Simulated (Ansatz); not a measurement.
Piezoelectric tensor of MgCd3Se4

Level of theory: Ansatz 0.2.0, DFT PBE, scalar-relativistic, plane waves, PAW. Cutoff 420 eV, 6×6×6 k-points (Γ-centred), fixed occupations. No spin polarisation.

The cell, relaxed at this level:
```
Mg Cd Se
1.0
     6.14475    0.00000    0.00000
     0.00000    6.14475    0.00000
     0.00000    0.00000    6.14475
Mg Cd Se
1 3 4
Direct
  0.00000 0.00000 0.00000
  0.00000 0.50000 0.50000
  0.50000 0.00000 0.50000
  0.50000 0.50000 0.00000
  0.75531 0.75531 0.24469
  0.75531 0.24469 0.75531
  0.24469 0.75531 0.75531
  0.24469 0.24469 0.24469
```

It was reached by relaxing an invented guess, and it needn't be the stable form of this composition.

Problem. Give the relaxed-ion proper piezoelectric stress tensor e_iJ (C/m², Voigt columns xx yy zz yz xz xy).

Solution.
```
x   0.000 0.000 0.000 0.090 0.000 0.000
y   0.000 0.000 0.000 0.000 0.090 0.000
z   0.000 0.000 0.000 0.000 0.000 0.090
```
Signs follow the orientation of the cell as given.

Problem. With the elastic constants (GPa, Voigt order)
```
56.6 38.8 38.8  0.0  0.0  0.0
38.8 56.6 38.8  0.0  0.0  0.0
38.8 38.8 56.6  0.0  0.0  0.0
 0.0  0.0  0.0 21.9  0.0  0.0
 0.0  0.0  0.0  0.0 21.9  0.0
 0.0  0.0  0.0  0.0  0.0 21.9
```
find the strain coefficients d = e·C⁻¹ (pC/N).

Solution.
```
x   0.00 0.00 0.00 4.10 0.00 0.00
y   0.00 0.00 0.00 0.00 4.10 0.00
z   0.00 0.00 0.00 0.00 0.00 4.10
```
